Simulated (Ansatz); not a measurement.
## Hydrogen-ended nanocrystal of Ge, Ge29H36

Ansatz, PAW, plane waves. PBEsol relaxation at the Γ point alone; single points on the relaxed atoms at the Γ point alone. No spin–orbit coupling unless named.

Relaxed structure:

```
CELL_PARAMETERS angstrom
21.20000 0.00000 0.00000
0.00000 21.20000 0.00000
0.00000 0.00000 21.20000
ATOMIC_POSITIONS crystal
Ge 0.49989 0.50015 0.49985
Ge 0.30171 0.57111 0.57058
Ge 0.57047 0.30191 0.57084
Ge 0.57067 0.57068 0.30171
Ge 0.56632 0.56654 0.56628
Ge 0.36752 0.36788 0.49935
Ge 0.36763 0.63260 0.50034
Ge 0.63210 0.36769 0.50058
Ge 0.63232 0.63243 0.49938
Ge 0.42894 0.42918 0.30171
Ge 0.43343 0.43382 0.56630
Ge 0.42920 0.69847 0.57056
Ge 0.69806 0.42940 0.57058
Ge 0.36755 0.49959 0.36755
Ge 0.36758 0.50092 0.63218
Ge 0.63237 0.50065 0.36766
Ge 0.63218 0.49954 0.63222
Ge 0.42917 0.30200 0.42919
Ge 0.43350 0.56658 0.43342
Ge 0.42923 0.57105 0.69805
Ge 0.69822 0.57107 0.42902
Ge 0.49937 0.36783 0.36757
Ge 0.50028 0.36788 0.63231
Ge 0.50060 0.63242 0.36756
Ge 0.49942 0.63259 0.63212
Ge 0.30163 0.42939 0.42910
Ge 0.56635 0.43370 0.43352
Ge 0.57068 0.42929 0.69813
Ge 0.57077 0.69831 0.42916
H 0.24972 0.53518 0.53473
H 0.26948 0.61741 0.61681
H 0.53464 0.24987 0.53496
H 0.61672 0.26973 0.61716
H 0.53459 0.53457 0.25000
H 0.61683 0.61681 0.26913
H 0.32553 0.32577 0.54176
H 0.32565 0.67461 0.45782
H 0.67411 0.32556 0.45821
H 0.67436 0.67443 0.54187
H 0.38249 0.38269 0.27004
H 0.46452 0.46475 0.24930
H 0.38289 0.73062 0.61685
H 0.46504 0.75055 0.53474
H 0.73059 0.38330 0.61679
H 0.74982 0.46539 0.53444
H 0.32551 0.54200 0.32548
H 0.32547 0.45859 0.67426
H 0.67440 0.45817 0.32565
H 0.67422 0.54197 0.67428
H 0.38294 0.26969 0.38294
H 0.46504 0.25006 0.46518
H 0.38303 0.61730 0.73040
H 0.46522 0.53510 0.74994
H 0.75062 0.53553 0.46466
H 0.72994 0.61751 0.38256
H 0.54177 0.32577 0.32551
H 0.45774 0.32594 0.67436
H 0.45825 0.67452 0.32548
H 0.54194 0.67462 0.67408
H 0.26954 0.38307 0.38279
H 0.24952 0.46519 0.46491
H 0.53502 0.46508 0.75034
H 0.61702 0.38289 0.73006
H 0.53482 0.75033 0.46496
H 0.61705 0.73052 0.38289
```

Task: What are the mean bond lengths by pair (pairs within 1.2 times the sum of covalent radii, less contacts 15 % beyond the pair's median; cation–cation pairs of compounds aside; long ionic contacts are cut short by that bound)?

Result: Ge–Ge 2.428 ± 0.006 Å (standard deviation, 40 bonds); Ge–H 1.545 ± 0.003 Å (standard deviation, 36 bonds).

Task: What gap lies between the top filled and the lowest empty level in the single points?

Result: HSE06 4.55 eV (4.2 min on NVIDIA H100); PBE0 5.25 eV (7.2 min on NVIDIA H100).
